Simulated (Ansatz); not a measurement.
The relaxed structure here is a generated cell of SiS2: the first start was made by placing the elements on the sites of a structure type, and the end was not matched to a known phase here, so it may be hypothetical.

A relaxed cell of SiS$_{2}$ (Pnnm (No. 58)), relaxed on a k-mesh at least as fine as the one used below. Calculation: r2SCAN (plane waves to 500 eV, PAW, scalar-relativistic; Ansatz, an electronic-structure program). Γ-centred k-mesh 5×4×4 on the run's cell (coarser than for final values), Fermi–Dirac smearing 0.05 eV.

```
CELL_PARAMETERS angstrom
      5.36791     0.00000     0.00000
      0.00000     5.83851     0.00000
      0.00000     0.00000     6.58463
ATOMIC_POSITIONS crystal
  Si 0.50000 0.50000 0.25000
  Si 0.50000 0.50000 0.75000
  Si 0.00000 0.00000 0.00000
  Si 0.00000 0.00000 0.50000
  S  0.77141 0.84982 0.25000
  S  0.77141 0.84982 0.75000
  S  0.27141 0.65018 0.00000
  S  0.27141 0.65018 0.50000
  S  0.72859 0.34982 0.00000
  S  0.72859 0.34982 0.50000
  S  0.22859 0.15018 0.25000
  S  0.22859 0.15018 0.75000
```

The atoms are displaced by (Å):

```csv
atom,ux,uy,uz
Si1,-0.130,0.114,0.118
Si2,0.175,-0.008,-0.092
Si3,-0.012,0.091,-0.070
Si4,-0.007,0.004,0.097
S5,0.034,0.041,0.107
S6,0.104,-0.002,-0.079
S7,0.043,-0.111,0.027
S8,0.025,0.118,0.115
S9,-0.019,0.045,-0.144
S10,0.081,0.083,0.070
S11,0.062,-0.036,-0.129
S12,-0.060,-0.122,0.047
```

Problem. What forces (eV/Å) and pressure result?

Solution. 
```
atom     Fx     Fy     Fz
----  -----  -----  -----
Si1    0.92  -0.79  -0.99
Si2   -1.79   1.71   1.86
Si3   -1.60  -0.52   1.83
Si4    0.79   0.47  -2.62
S5    -0.07  -0.06  -1.13
S6    -2.14  -1.26   2.05
S7    -0.54   1.04  -0.65
S8     0.17  -1.00  -0.40
S9     1.14  -1.08   2.29
S10    0.43  -0.80  -2.61
S11    0.05   0.39   1.89
S12    2.64   1.90  -1.50
```

Pressure +5.4 GPa.

Problem. Estimate the energy cost of the displacement in the harmonic approximation and compare with the calculation.

Solution. For a harmonic well ΔE = −½ Σ F·u = 1.695 eV a cell, or 141 meV/atom. The calculated energy relative to the undisplaced cell is +0.138 eV/atom, so the harmonic estimate holds well.

The undisplaced cell is probably no minimum: from this displacement the run went on to I-42d (No. 122), 0.344 eV/atom below it.

No spin polarisation in the result.
